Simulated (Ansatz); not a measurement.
Name crystals whose computed values (PBE in the plane-wave PAW code Ansatz) fall in these windows: highest Γ mode, no LO–TO term (cm⁻¹) 140 to 190; ε0 13 to 18; HSE06 gap (eV) 6.2 to 8.9.



```
crystal          highest Γ mode, no LO–TO term (cm⁻¹)    ε0  HSE06 gap (eV)
---------------  ------------------------------------  ----  --------------
LiCl, rock salt                                   167  15.5            7.65
```
Others may fit too.

The cell was relaxed under the symmetry of its start.

Potentials: the later of the program's two PAW sets.
